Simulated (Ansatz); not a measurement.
The elements of this relaxed trial crystal are hidden behind letters.

```
lattice vectors (Å)
   2.6673    0.0000    0.0000
   0.0000    3.5490    0.0000
   0.0000    0.0000    7.8590
fractional positions
X 0.5000 0.5000 0.0000
Z 0.0000 0.0000 0.8295
Z 0.0000 0.0000 0.1705
Z 0.5000 0.5000 0.3363
Z 0.0000 0.0000 0.5000
Z 0.5000 0.5000 0.6637
```

The calculation used Ansatz, DFT PBE, scalar-relativistic, plane waves, PAW. Plane waves to 420 eV, a 14×10×6 mesh through Γ for the 6-atom cell and 0.10 eV Gaussian smearing; no spin polarisation.

* Space group: Pmmm (No. 47)
* Conventional cell: a = 2.667 Å, b = 3.549 Å, c = 7.859 Å
* Volume per atom: 12.40 Å³
* Density: 7.69 g/cm³
* Formation energy: −0.09 eV/atom
* Gap on the 14×10×6 mesh of the 6-atom cell: 0 eV (a metal)

Energies are uncorrected and count from the elements' standard states at the same level.

Question: X is a p-block element of period 3 and Z is a d-block element of period 4. Which elements are they?

Answer: X = Al, Z = Cu, so the formula is AlCu5. Density times volume gives a mean mass of 7.69 × 12.40/1.6605 = 57.4 u per atom, and this set has 57.5 u. Among the elements that the hints allow, noble gases aside, only these give it. Al has 10 Cu at 2.59–2.64 Å and 2 Al at 2.67 Å; around Cu on a site of symmetry mm2 lie 8 Cu at 2.57–2.68 Å and 4 Al at 2.59 Å; Cu on a second site of symmetry mm2 has 11 Cu at 2.57–2.67 Å and 1 Al at 2.64 Å; 1 more site not described.

A structure relaxed within its symmetry needn't be a true minimum.
